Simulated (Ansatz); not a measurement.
The relaxed structure here is a generated cell of NaGeCl3: the first start was made by placing the elements on the sites of a structure type, and the end was not matched to a known phase here, so it may be hypothetical.

The start is a generated trial cell of NaGeCl3 in the GdFeO3 structure type. A full variable-cell relaxation at zero pressure is run with r2SCAN (plane waves to 500 eV, PAW, scalar-relativistic; Ansatz, a program for electronic structure). The first steps use a coarse 3×2×3 k-mesh.

Starting cell:
```yaml
crystal:
  lattice:
    - [6.86536, 0.00000, 0.00000]
    - [0.00000, 9.68702, 0.00000]
    - [0.00000, 0.00000, 6.84244]
  atoms:
    - { symbol: Na, position: [0.48770, 0.25000, 0.99160] }
    - { symbol: Na, position: [0.98770, 0.25000, 0.50840] }
    - { symbol: Na, position: [0.51230, 0.75000, 0.00840] }
    - { symbol: Na, position: [0.01230, 0.75000, 0.49160] }
    - { symbol: Ge, position: [0.00000, 0.00000, 0.00000] }
    - { symbol: Ge, position: [0.50000, 0.50000, 0.50000] }
    - { symbol: Ge, position: [0.00000, 0.50000, 0.00000] }
    - { symbol: Ge, position: [0.50000, 0.00000, 0.50000] }
    - { symbol: Cl, position: [0.03130, 0.25000, 0.05860] }
    - { symbol: Cl, position: [0.53130, 0.25000, 0.44140] }
    - { symbol: Cl, position: [0.96870, 0.75000, 0.94140] }
    - { symbol: Cl, position: [0.46870, 0.75000, 0.55860] }
    - { symbol: Cl, position: [0.28800, 0.53700, 0.21300] }
    - { symbol: Cl, position: [0.78800, 0.96300, 0.28700] }
    - { symbol: Cl, position: [0.71200, 0.03700, 0.78700] }
    - { symbol: Cl, position: [0.21200, 0.46300, 0.71300] }
    - { symbol: Cl, position: [0.71200, 0.46300, 0.78700] }
    - { symbol: Cl, position: [0.21200, 0.03700, 0.71300] }
    - { symbol: Cl, position: [0.28800, 0.96300, 0.21300] }
    - { symbol: Cl, position: [0.78800, 0.53700, 0.28700] }
```

**Question.** How do the shortest distances between atoms change?

**Answer.** The closest pairs of elements (up to four, under 3.6 Å), start → end: Cl–Ge 2.46 → 2.64 Å; Cl–Na 2.93 → 2.83 Å; Cl–Cl 3.37 → 3.58 Å.

The space group stays Pnma (No. 62) (the run could not lower it), with 20 atoms in the primitive cell. Final values are on a 4×3×4 k-mesh of the relaxed cell. No spin polarisation in the result.

The run could not lose the symmetry of its start: the end is stationary, and may be a saddle point rather than a minimum.
